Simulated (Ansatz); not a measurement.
AlP:
```cif
data_AlP
_chemical_formula_sum 'P1 Al1'
_space_group_name_H-M_alt 'P 1'
_space_group_IT_number 1
_cell_length_a 3.86819
_cell_length_b 3.86819
_cell_length_c 3.86819
_cell_angle_alpha 60.000
_cell_angle_beta 60.000
_cell_angle_gamma 60.000
loop_
_space_group_symop_operation_xyz
  'x, y, z'
loop_
_atom_site_label
_atom_site_type_symbol
_atom_site_fract_x
_atom_site_fract_y
_atom_site_fract_z
_atom_site_occupancy
P1 P 0.75000 0.75000 0.75000 1
Al1 Al 0.00000 0.00000 0.00000 1
```

Relaxed with PBEsol. 

### Question
HSE06 on this cell (Ansatz, a quantum-chemistry and plane-wave program, PAW) gives a gap of 2.28 eV. What does PBEsol give?

### Answer
1.45 eV.

Cost on shared cores: the PBEsol run (SCF on a 9×9×9 mesh, then bands and DOS) roughly 11 core-seconds, the HSE06 run (SCF on 7×7×7, then a few points) about 120 core-seconds (a rough figure); the tasks are unlike.

Space group F-43m (zinc blende). The PBEsol relaxation kept the symmetry of its start.

Potentials: the later of the program's two PAW sets.

Ansatz is a plane-wave DFT program.
